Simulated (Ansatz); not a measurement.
Ga:
```cif
data_Ga8
_chemical_formula_sum 'Ga8'
_space_group_name_H-M_alt 'Cmce'
_space_group_IT_number 64
_space_group_name_Hall '-C 2ac 2'
_cell_length_a 4.47386
_cell_length_b 7.59711
_cell_length_c 4.52623
_cell_angle_alpha 90.000
_cell_angle_beta 90.000
_cell_angle_gamma 90.000
loop_
_space_group_symop_operation_xyz
  'x, y, z'
  '-x, -y, -z'
  '-x+1/2, -y, z+1/2'
  'x+1/2, y, -z+1/2'
  'x, -y, -z'
  '-x, y, z'
  '-x+1/2, y, -z+1/2'
  'x+1/2, -y, z+1/2'
  'x+1/2, y+1/2, z'
  '-x+1/2, -y+1/2, -z'
  '-x, -y+1/2, z+1/2'
  'x, y+1/2, -z+1/2'
  'x+1/2, -y+1/2, -z'
  '-x+1/2, y+1/2, z'
  '-x, y+1/2, -z+1/2'
  'x, -y+1/2, z+1/2'
loop_
_atom_site_label
_atom_site_type_symbol
_atom_site_symmetry_multiplicity
_atom_site_Wyckoff_symbol
_atom_site_fract_x
_atom_site_fract_y
_atom_site_fract_z
_atom_site_occupancy
Ga1 Ga 8 f 0.00000 0.34400 0.41535 1
```
(The calculation used a cell of 4 atoms; values per cell refer to that cell.)

Relaxed at zero pressure with plane-wave PAW r²SCAN (Ansatz code).

Task: The volume is lowered by 6 % and shape and atoms relax at that volume. What pressure results, and how do the axes share the change?

Result: 4.5 GPa; a -2.4 %, b -1.8 %, c -2.0 %; the energy rises by 15 meV/atom.

Task: Give the new structure.

Result: 
Space group Cmce (No. 64); a = 4.367 Å, b = 7.462 Å, c = 4.438 Å, α = β = γ = 90.00°

| atom | site | symmetry | x | y | z |
|---|---|---|---|---|---|
| Ga | 8f | m.. | 0.0000 | 0.3445 | 0.4151 |

The phase is kept; no other phase was compared at this pressure.

Symmetry was held in the r²SCAN relaxation; of distortions, only those at the zone centre were tested. Axis ratios of metals converge slowly with the k-mesh, so a and c are less sure than the volume.

Potentials: the earlier of the program's two PAW sets.
